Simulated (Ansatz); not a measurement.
MgO:
```
CELL_PARAMETERS angstrom
      3.25626     0.00000     0.00000
     -1.62813     2.82000     0.00000
      0.00000     0.00000    15.48643
ATOMIC_POSITIONS crystal
  Mg 0.66667 0.33333 0.64803
  Mg 0.66667 0.33333 0.97924
  Mg 0.33333 0.66667 0.81363
  Mg 0.33333 0.66667 0.48184
  Mg 0.33333 0.66667 0.14744
  Mg 0.00000 0.00000 0.31364
  O  0.66667 0.33333 0.85175
  O  0.66667 0.33333 0.52051
  O  0.33333 0.66667 0.01862
  O  0.33333 0.66667 0.68615
  O  0.33333 0.66667 0.35303
  O  0.00000 0.00000 0.18611
```

Relaxed with r²SCAN. Independent-particle spectrum: no excitons, no local fields, no scissors shift; 0.1 eV broadening; ε₁ of the summed bands alone.

Problem. Tabulate the dielectric function from plane-wave PAW r²SCAN (Ansatz code).

Solution. 

```
E (eV)  ε₁ xx  ε₂ xx  ε₁ zz  ε₂ zz
------  -----  -----  -----  -----
0.0      2.65   0.00   2.69   0.00
0.4      2.66   0.00   2.69   0.00
0.8      2.67   0.00   2.70   0.00
1.2      2.68   0.00   2.72   0.00
1.6      2.71   0.00   2.74   0.00
2.0      2.74   0.00   2.78   0.00
2.4      2.78   0.00   2.83   0.00
2.8      2.84   0.00   2.89   0.00
3.2      2.92   0.00   2.97   0.00
3.6      3.02   0.00   3.09   0.00
4.0      3.18   0.00   3.29   0.00
4.4      3.55   0.06   3.71   0.35
4.8      3.63   0.59   3.55   0.70
5.2      3.50   0.83   3.45   0.89
5.6      3.41   0.97   3.37   1.00
6.0      3.35   1.08   3.32   1.09
6.4      3.32   1.18   3.31   1.17
6.8      3.32   1.28   3.33   1.26
7.2      3.37   1.39   3.42   1.38
7.6      3.49   1.55   3.62   1.56
8.0      3.75   1.96   4.00   2.37
8.4      3.47   2.78   2.87   2.94
8.8      2.51   3.31   2.53   3.12
9.2      1.96   3.05   1.70   2.85
9.6      1.32   2.96   1.69   2.32
10.0     1.08   2.29   1.39   2.66
10.4     1.05   1.98   1.32   1.88
10.8     1.39   1.52   1.84   1.84
11.2     1.95   1.59   2.34   2.48
11.6     1.55   2.25   0.55   3.03
12.0     1.47   2.09   0.44   1.65
```

Problem. From ε at 4.5 eV (xx: 3.65 + 0.20i), find n, k, the normal reflectivity and the absorption coefficient.

Solution. n = 1.91, k = 0.052, R = 10 %, α = 2kE/ħc = 24000 cm⁻¹.

With all bands, ε∞ without local fields is 2.81 (xx = yy), 2.85 (zz). DFPT, with local fields, gives 2.81 (xx = yy), 2.86 (zz).

Space group P3m1. The workflow started from a Materials Project entry (that database holds measured and hypothetical structures alike); the Crystallography Open Database copy checked does not list it. It is not the phase usual at ambient conditions (space group No. 225). The cell was relaxed with r²SCAN under the symmetry of its start; its stability against distortions is not shown here.

Potentials: the later of the program's two PAW sets.
